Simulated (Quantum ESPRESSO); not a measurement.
Parts of the isotropic shielding in Si, by PBE GIPAW on JTH datasets (Quantum ESPRESSO, modified build), 20 Ha, k-mesh 8×8×8 shifted:

```
Si
1.0
    0.00000     2.72185     2.72185
    2.72185     0.00000     2.72185
    2.72185     2.72185     0.00000
Si
2
Direct
  0.25000   0.25000   0.25000
  0.00000   0.00000   0.00000
```
The geometry is a computed Materials Project entry, not a measured one. It is Si in Fd-3m. Stability against distortions was not tested.

The core term is that of the free atom's frozen core; the paramagnetic column sums the reconstruction terms. These are absolute shieldings with no macroscopic susceptibility term; δ = σ_ref − σ needs a reference computed alike. By our sweeps, such settings leave a few ppm in absolute σ. The datasets of Si hold no d projectors, which limits absolute σ on these atoms. The band gap at this level is small, which makes the paramagnetic part of σ large and sensitive to the functional. Static lattice: thermal averaging is not included.

```tsv
site	core	bare (smooth current)	diamagnetic correction	paramagnetic corrections	σ_iso (ppm)
Si (atoms 1, 2)	837.8	-9.4	3.3	(withheld)	(withheld)
```

Question: Fill in the missing entries.

Answer: 
- Si (atoms 1, 2), paramagnetic corrections: -424.0
- Si (atoms 1, 2), σ_iso (ppm): 407.7
